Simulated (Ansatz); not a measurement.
# Step by step: Ca, relaxation of cell and atoms

Method: DFT, PBEsol, all-electron LAPW, scalar-relativistic in Ansatz 0.2.0.

Command: `ansatz run input.yaml --threads 1 --pin off --max-ram 2048MiB --backend cpu --events-out ev --progress --plain --runs-dir out` The run took about 14 s on 1 thread of a shared machine.

```yaml
crystal:
  lattice:
    - [4.0834225607, 0.0, 0.0]
    - [-2.0417112803, 3.536347672, 0.0]
    - [0.0, 0.0, 6.6894259034]
  atoms:
    - { symbol: Ca, position: [0.3333333333, 0.6666666667, 0.25] }
    - { symbol: Ca, position: [0.6666666667, 0.3333333333, 0.75] }
kpoints:
  mp_grid: { grid: [10, 10, 5] }
scf:
  occupations: { method: fermi_dirac, width: 0.05 }
hamiltonian:
  xc: pbesol
  pseudopotentials: { kind: all_electron, lapw: { basis_error: 0.001 } }
output:
  forces: true
  stress: true
relax:
  f_tol: 0.005
  max_steps: 80
  cell: {}
```

The cell comes from COD entry 9008489, which wasn't checked; take it as a given geometry. It was measured hot, at 723 K. The listed cell was then made from it by scaling, straining or moving an atom.

Each frame lists the cell vectors (Å), then Cartesian positions (Å); symmetry keeps all forces zero. Free energies count from the first step, -36982.5871 eV.

The walk took 6 evaluations in all; steps that aren't listed are left out.

Step 1: E = 0.0 meV, P = -2.29 GPa

```
cell 4.0834 0.0000 0.0000 -2.0417 3.5363 0.0000 0.0000 0.0000 6.6894
Ca    0.0000    2.3576    1.6724
Ca    2.0417    1.1788    5.0171
```

Step 2: E = -76.3 meV, P = -1.55 GPa

```
cell 3.9886 0.0000 0.0000 -1.9943 3.4542 0.0000 0.0000 0.0000 6.5564
Ca    0.0000    2.3028    1.6391
Ca    1.9943    1.1514    4.9173
```

Step 3: E = -119.8 meV, P = 0.48 GPa

```
cell 3.8048 0.0000 0.0000 -1.9024 3.2951 0.0000 0.0000 0.0000 6.3398
Ca    0.0000    2.1967    1.5849
Ca    1.9024    1.0984    4.7548
```

Step 4: E = -122.8 meV, P = -0.07 GPa

```
cell 3.8417 0.0000 0.0000 -1.9208 3.3270 0.0000 0.0000 0.0000 6.4035
Ca    0.0000    2.2180    1.6009
Ca    1.9208    1.1090    4.8027
```

Task: How does the relaxation end?

Result: It converges, with a = 3.838 Å, b = 3.838 Å, c = 6.393 Å, α = 90.00°, β = 90.00°, γ = 120.00° (conventional cell, space group P6_3/mmc). The last solve (on a basis chosen afresh for the final cell, so its energy is not quite comparable) gives E = -122.8 meV, P = 0.00 GPa:
```
cell 3.8376 0.0000 0.0000 -1.9188 3.3235 0.0000 0.0000 0.0000 6.3931
Ca    0.0000    2.2156    1.5983
Ca    1.9188    1.1078    4.7948
```
